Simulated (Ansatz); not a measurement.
ZrB₂ in space group P6/mmm (No. 191; Zr on 1a, B on 2d), a = b = 3.1672 Å, c = 3.5516 Å, α = β = 90.00°, γ = 120.00°.

Relaxed with r²SCAN.

**Question.** Decompose the optical modes at the zone centre into irreducible representations, and say which are infrared and Raman allowed.

**Answer.** Point group 6/mmm: Γ_opt = A2u + B1g + E1u + E2g. Infrared: A2u, E1u. Raman: E2g.

**Question.** Assign frequencies (DFPT, r²SCAN in the plane-wave PAW code Ansatz).

**Answer.** E1u 454, A2u 470, B1g 560, E2g 776 cm⁻¹.

Subscripts of B labels follow the axes of the standard setting.

The r²SCAN relaxation kept the symmetry of its start; of distortions, only those at the zone centre were tested. No spin polarisation was allowed. As this level gives no gap, phonon frequencies hold no LO–TO term and depend on the k-mesh and smearing (Fermi–Dirac, 0.1 eV here).

Potentials: the later of the program's two PAW sets.
